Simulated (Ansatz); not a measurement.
The relaxed structure here is a generated cell of Ir: the first start was made by placing the elements on the sites of a structure type, and the end was not matched to a known phase here, so it may be hypothetical. Known forms of Ir include space group No. 225.

A relaxed cell of Ir (I4₁/amd (No. 141)), relaxed on a k-mesh at least as fine as the one used below. These are PBE (plane waves to 420 eV, PAW, scalar-relativistic; Ansatz, a first-principles code) values and carry that method's errors. Γ-centred k-mesh 7×13×10 on the run's cell (coarser than for final values), Fermi–Dirac smearing 0.05 eV.

```yaml
crystal:
  lattice:
    - [-4.85361, 4.85361, 2.75330]
    - [2.42680, -2.42680, 1.37665]
    - [2.42680, 2.42680, -1.37665]
  atoms:
    - { symbol: Ir, position: [0.37500, 0.25000, 0.50000] }
    - { symbol: Ir, position: [0.87500, 0.25000, 0.50000] }
    - { symbol: Ir, position: [0.00000, 0.00000, 0.00000] }
    - { symbol: Ir, position: [0.50000, 0.00000, 0.00000] }
```

Every atom was then displaced, and the forces became (eV/Å):

```
atom     Fx     Fy     Fz
----  -----  -----  -----
Ir1    0.98  -0.12   0.55
Ir2    0.75   0.39  -0.49
Ir3   -0.71  -0.13  -0.08
Ir4   -1.01  -0.14   0.02
```

Which atom was moved farthest relative to the others, and in which direction?

Ir1, by (-0.07, 0.06, -0.05) Å (0.10 Å, mean shift removed); the next is Ir2 with 0.08 Å. Its force makes an angle of 151° with its move.

All displacements (Å):

```
atom      ux      uy      uz
----  ------  ------  ------
Ir1   -0.056   0.119  -0.030
Ir2    0.008  -0.003   0.063
Ir3    0.062   0.038   0.058
Ir4    0.032   0.094  -0.001
```

The undisplaced cell is probably no minimum: from this displacement the run went on to Fm-3m (No. 225), 0.68 eV/atom below it.

No spin polarisation in the result.
